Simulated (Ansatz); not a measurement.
ScIr (CsCl type)

```yaml
crystal:
  lattice:
    - [3.16207, 0.00000, 0.00000]
    - [0.00000, 3.16207, 0.00000]
    - [0.00000, 0.00000, 3.16207]
  atoms:
    - { symbol: Sc, position: [0.50000, 0.50000, 0.50000] }
    - { symbol: Ir, position: [0.00000, 0.00000, 0.00000] }
```

The slice is a {110} plane (indices of the conventional cell) through the point (0.500, 0.500, 0.500) (fractional), spanned by u = [100] and v = [011] in vectors of this cell: u (3.16 Å) and v (4.47 Å, at 90° to u). It covers one period; positions are fractions (u, v).

Computed with LDA (plane waves to 420 eV, PAW, scalar-relativistic; Ansatz, a program for electronic structure). k mesh 15×15×15. Near the nuclei the fields are pseudised (PAW); where an atom keeps semicore shells as valence, they peak there. ScIr is run without spin polarisation. ScIr was relaxed with its symmetry unable to fall. Spin-orbit coupling is left out, though Ir is heavy.

Three fields on this plane, each scaled to ten steps between its own extremes (0 low, 9 high; the total valence density on a logarithmic scale, the potential cut 8 eV below its top; x marks points blanked near nuclei; v = 0 in the bottom row):

Map A
```
|xxxxxxxx00122100xxxxxxx|
|xxxxxxx1001331001xxxxxx|
|xxxxxxx1013443101xxxxxx|
|xxxxxxx1135665311xxxxxx|
|xxxxxx113578875311xxxxx|
|xxxx2123578888753212xxx|
|xx21124678888887642112x|
|11123567887777887653211|
|2234678888xxxx888876432|
|55677889xxxxxxxx9887765|
|8888778xxxxxxxxxx877888|
|998777xxxxxxxxxxxx77789|
|99866xxxxxxxxxxxxxx6689|
|99765xxxxxxxxxxxxxx5679|
|99754xxxxxxxxxxxxxx4579|
|99754xxxxxxxxxxxxxx4579|
|99754xxxxxxxxxxxxxx4579|
|99765xxxxxxxxxxxxxx5679|
|99866xxxxxxxxxxxxxx6689|
|998777xxxxxxxxxxxx77789|
|8888778xxxxxxxxxx877888|
|55677889xxxxxxxx9887765|
|2234678888xxxx888876432|
|11123567887777887653211|
|xx21124678888887642112x|
|xxxx2123578888753212xxx|
|xxxxxx113578875311xxxxx|
|xxxxxxx1135665311xxxxxx|
|xxxxxxx1013443101xxxxxx|
|xxxxxxx1001331001xxxxxx|
|xxxxxxxx00122100xxxxxxx|
|xxxxxxxx00011000xxxxxxx|
```

Map B
```
|xxxxxxxx21000012xxxxxxx|
|xxxxxxx5210000125xxxxxx|
|xxxxxxx4211111124xxxxxx|
|xxxxxxx3221111223xxxxxx|
|xxxxxx433222222334xxxxx|
|xxxx6543334444333456xxx|
|xx55444455555555444455x|
|33334455677887765544333|
|2233456789xxxx987654332|
|22345689xxxxxxxx9865432|
|2334679xxxxxxxxxx976433|
|334579xxxxxxxxxxxx97543|
|33457xxxxxxxxxxxxxx7543|
|34568xxxxxxxxxxxxxx8654|
|44568xxxxxxxxxxxxxx8654|
|44569xxxxxxxxxxxxxx9654|
|44568xxxxxxxxxxxxxx8654|
|34568xxxxxxxxxxxxxx8654|
|33457xxxxxxxxxxxxxx7543|
|334579xxxxxxxxxxxx97543|
|2334679xxxxxxxxxx976433|
|22345689xxxxxxxx9865432|
|2233456789xxxx987654332|
|33334455677887765544333|
|xx55444455555555444455x|
|xxxx6543334444333456xxx|
|xxxxxx433222222334xxxxx|
|xxxxxxx3221111223xxxxxx|
|xxxxxxx4211111124xxxxxx|
|xxxxxxx5210000125xxxxxx|
|xxxxxxxx21000012xxxxxxx|
|xxxxxxxx20000002xxxxxxx|
```

Map C
```
|xxxxxxxx04677640xxxxxxx|
|xxxxxxx0146776410xxxxxx|
|xxxxxxx0257887520xxxxxx|
|xxxxxxx0467887640xxxxxx|
|xxxxxx035678876530xxxxx|
|xxxx0024567777654200xxx|
|xx00024455555555442000x|
|11233444321001234443321|
|5555543100xxxx001345555|
|77765300xxxxxxxx0035677|
|8876410xxxxxxxxxx014678|
|998620xxxxxxxxxxxx02689|
|99850xxxxxxxxxxxxxx0589|
|99740xxxxxxxxxxxxxx0479|
|99730xxxxxxxxxxxxxx0379|
|99730xxxxxxxxxxxxxx0379|
|99730xxxxxxxxxxxxxx0379|
|99740xxxxxxxxxxxxxx0479|
|99850xxxxxxxxxxxxxx0589|
|998620xxxxxxxxxxxx02689|
|8876410xxxxxxxxxx014678|
|77765300xxxxxxxx0035677|
|5555543100xxxx001345555|
|11233444321001234443321|
|xx00024455555555442000x|
|xxxx0024567777654200xxx|
|xxxxxx035678876530xxxxx|
|xxxxxxx0467887640xxxxxx|
|xxxxxxx0257887520xxxxxx|
|xxxxxxx0146776410xxxxxx|
|xxxxxxxx04677640xxxxxxx|
|xxxxxxxx04677640xxxxxxx|
```

**Question.** Assign the maps to these fields: electron localisation function (ELF); valence electron density; electrostatic potential energy of an electron, from the cell's mean.

**Answer.** A is the electron localisation function (ELF); B is the valence electron density; C is the electrostatic potential energy of an electron, from the cell's mean.
